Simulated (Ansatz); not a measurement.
This cell of Zr (hcp, Mg type) is off equilibrium:

```
Zr
1.0
    3.17430     0.00000     0.00000
   -1.58715     2.74903     0.00000
    0.00000     0.00000     5.21751
Zr
2
Direct
  0.33333   0.66667   0.75000
  0.66667   0.33333   0.25000
```

Level of theory: PBE (plane waves to 420 eV, PAW, scalar-relativistic; Ansatz, a first-principles code). k mesh 17×17×9 (Γ-centred), Fermi-Dirac smearing 0.05 eV. The energy includes the smearing's −TS. Compression counts positive. With partly filled bands, the response to shear is sensitive to the k mesh, so small differences along c/a are uncertain. Zr is run without spin polarisation. Zr was relaxed with its symmetry unable to fall.

Problem. What is the stress tensor (GPa)?

Solution. 
```
    3.2      0.0      0.0
    0.0      3.2      0.0
    0.0      0.0      1.1
```
The pressure, a third of the trace, is 2.5 GPa.

Problem. It is the relaxed cell deformed to V/V₀ = 0.973, (c/a)/(c/a)₀ = 1.027, c along z, fractional positions held. What is its energy relative to the relaxed cell?

Solution. 8 meV/atom.

(Under strain, the slope of the energy per volume gives the stress and its curvature an elastic modulus.)
